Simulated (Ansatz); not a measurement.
C:
```
C
1.0
    2.45568     0.00000     0.00000
   -1.22784     2.12668     0.00000
    0.00000     0.00000     3.76994
C
2
Direct
  0.33333   0.66667   0.00000
  0.66667   0.33333   0.00000
```

Relaxed with r²SCAN. Special points in fractions of this cell's reciprocal vectors: Γ (0.000, 0.000, 0.000); M (0.500, 0.000, 0.000); K (0.333, 0.333, 0.000); A (0.000, 0.000, 0.500); L (0.500, 0.000, 0.500); H (0.333, 0.333, 0.500).

**Question.** List the band energies nearest the Fermi level at these points for r²SCAN (plane waves, PAW; program Ansatz).

**Answer.** In eV from the Fermi level; about four levels below and three above (degenerate sets whole), none deeper than 8.9 eV; … stands for higher levels left out; points with the same levels are listed once.

```json
[
 {"k": "Γ", "below": "-7.61 -3.28 -3.28", "above": "3.52 …"},
 {"k": "M", "below": "-6.89 -2.18", "above": "2.31 …"},
 {"k": "K", "below": "–", "above": "0.33 0.33 …"},
 {"k": "A", "below": "-8.68 -3.27 -3.27", "above": "8.40 …"},
 {"k": "L", "below": "-6.87 -2.91", "above": "1.27 …"},
 {"k": "H", "below": "-0.35 -0.35", "above": "…"}
]
```

Space group P6/mmm. The first step of the workflow began from a Materials Project structure, measured or hypothetical; the Crystallography Open Database copy checked does not list it. It is not the phase usual at ambient conditions (space group No. 194, 227). The cell was relaxed with r²SCAN under the symmetry of its start. At this level the phase is mechanically unstable. A crystal of weakly bound layers computed without a dispersion correction: the cell and the soft elastic constants depend strongly on that. The Fermi level of a semimetal is unsure by some 0.05 eV on such meshes.

Potentials: the later of the program's two PAW sets.
